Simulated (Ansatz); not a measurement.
PbF2 (fluorite) (r2SCAN geometry), in Ansatz:

```yaml
crystal:
  lattice:
    - [0.00000, 2.96044, 2.96044]
    - [2.96044, 0.00000, 2.96044]
    - [2.96044, 2.96044, 0.00000]
  atoms:
    - { symbol: Pb, position: [0.00000, 0.00000, 0.00000] }
    - { symbol: F, position: [0.25000, 0.25000, 0.25000] }
    - { symbol: F, position: [0.75000, 0.75000, 0.75000] }
```

G0W0@PBE with 195 empty bands, a screening cutoff of 140 eV and a 4×4×4 mesh (PAW, contour deformation) gives 6.305 eV over the mesh points, from a PBE gap of 4.419 eV; it sums over 209 bands with 181 plane waves in the screening and a wave cutoff of 420 eV. G0W0 values are finite-basis, finite-mesh values. No spin polarisation and no zero-point or thermal motion.

Problem. Estimate the gap with starting point HSE06.

Solution. 7.044 eV (+0.739 eV), from a Kohn-Sham gap of 5.728 eV.

Problem. Estimate the gap with starting point r2SCAN.

Solution. 6.628 eV (+0.323 eV), from a Kohn-Sham gap of 4.931 eV.

Problem. Another run gave a Kohn-Sham gap of 4.410 eV and a G0W0 gap of 6.287 eV, summing over 209 bands with 181 plane waves in the screening and a wave cutoff of 1320 eV. What was changed?

Solution. Potentials of the kind norm-conserving. The wave cutoff gives it away.

Spin-orbit coupling is left out; in compounds of Pb, Bi, Tl or Hg it can lower a gap by up to about 1 eV, split its edges or invert the bands.
